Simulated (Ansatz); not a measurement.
CaO:
```yaml
crystal:
  lattice:
    - [3.98124, 0.00000, 0.00000]
    - [-1.99062, 3.44786, 0.00000]
    - [0.00000, 0.00000, 4.76953]
  atoms:
    - { symbol: Ca, position: [0.33333, 0.66667, 0.75000] }
    - { symbol: Ca, position: [0.66667, 0.33333, 0.25000] }
    - { symbol: O, position: [0.33333, 0.66667, 0.25000] }
    - { symbol: O, position: [0.66667, 0.33333, 0.75000] }
```

Relaxed with r²SCAN. Special points in fractions of this cell's reciprocal vectors: Γ (0.000, 0.000, 0.000); M (0.500, 0.000, 0.000); K (0.333, 0.333, 0.000); A (0.000, 0.000, 0.500); L (0.500, 0.000, 0.500); H (0.333, 0.333, 0.500).

List the band energies nearest the valence-band maximum at these points for r²SCAN in the plane-wave PAW code Ansatz.

In eV from the valence-band maximum; about four levels below and three above (degenerate sets whole), none deeper than 8.9 eV; points with the same levels are listed once.

```
k                          below                          above
-  -----------------------------  -----------------------------
Γ         -1.16 -1.16 -1.09 0.00                 3.63 6.82 6.82
M        -0.85 -0.83 -0.58 -0.38                 5.15 5.80 5.88
K  -1.16 -1.16 -0.71 -0.71 -0.28                 4.49 4.58 7.92
A        -1.29 -1.29 -1.29 -1.29  5.47 5.47 8.49 8.49 8.49 8.49
L        -1.06 -1.06 -0.75 -0.75            5.85 5.85 8.01 8.01
H        -0.93 -0.93 -0.91 -0.91            5.24 5.24 8.16 8.16
```

Space group P6_3/mmc. The first step of the workflow began from a Materials Project structure, measured or hypothetical; the Crystallography Open Database copy checked does not list it. It is not the phase usual at ambient conditions (space group No. 225). The cell was relaxed with r²SCAN under the symmetry of its start; of distortions, only those at the zone centre were tested.

Potentials: the later of the program's two PAW sets.
